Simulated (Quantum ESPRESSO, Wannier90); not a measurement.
# InP (zinc blende): Wannier90 run

```
CELL_PARAMETERS angstrom
      0.00000     2.95198     2.95198
      2.95198     0.00000     2.95198
      2.95198     2.95198     0.00000
ATOMIC_POSITIONS crystal
  In 0.00000 0.00000 0.00000
  P  0.75000 0.75000 0.75000
```

Structure: Materials Project mp-20351, symmetrised, not relaxed again. COD (Crystallography Open Database) has an entry of this formula and space group (matched by these alone). Computed values, not measurements, from LDA: Quantum ESPRESSO (norm-conserving PseudoDojo potentials, cutoff 56 Ry, no spin polarisation, no spin-orbit coupling) on a Γ-centred 10×10×10 mesh, then Wannier90. Density: 10×10×10 mesh, Gaussian smearing 0.01 Ry. Spin-orbit coupling is left out although heavy elements are present.

Base run: 8 functions from bands 6-20 of the 20 computed, start hydrogen-like In: s;p; P: s;p, centres 0.05 Å off the atoms, frozen window up to 1.87 eV relative to the valence-band maximum, outer window open. One thing is changed at a time; window edges are relative to the valence-band maximum. The misfit compares interpolated bands with pw.x on a high-symmetry path, for states up to 1.4 eV relative to the valence-band maximum. Converged means that the tolerances were met: symmetric starts can stop on a saddle, which shows as a larger Ω_OD at equal Ω_I and can move the misfit too.

| setting | functions | frozen to (eV) | Ω_I (Å²) | Ω_D (Å²) | Ω_OD (Å²) | rms misfit (meV) | worst (meV) | ended |
|---|---|---|---|---|---|---|---|---|
| base | 8 | 1.87 | 11.57 | 0.02 | 1.79 | 2.8 | 11 | converged |

Problem. Starting from this base row, predict which settings stop with an error, and how Ω_I and the misfit move in the others: frozen window to 3.87 eV; frozen window to 5.87 eV; frozen window to 1.37 eV; no frozen window; outer window to 8.27 eV; outer window to 9.57 eV.

Solution. 
| setting | functions | frozen to (eV) | Ω_I (Å²) | Ω_D (Å²) | Ω_OD (Å²) | rms misfit (meV) | worst (meV) | ended |
|---|---|---|---|---|---|---|---|---|
| frozen window to 3.87 eV | 8 | 3.87 | 14.57 | 0.07 | 1.96 | 2.4 | 11 | converged |
| frozen window to 5.87 eV | 8 | 5.87 | 20.49 | 0.30 | 3.82 | 3.7 | 18 | converged |
| frozen window to 1.37 eV | 8 | 1.37 | 11.46 | 0.02 | 1.81 | 1.9 | 18 | converged |
| no frozen window | 8 | none | 10.95 | 0.01 | 1.62 | 178 | 635 | converged |
| outer window to 8.27 eV | 8 | 1.87 | – | – | – | – | – | stops: too few bands in the window |
| outer window to 9.57 eV | 8 | 1.87 | 21.01 | 0.27 | 3.42 | 3.9 | 20 | converged |
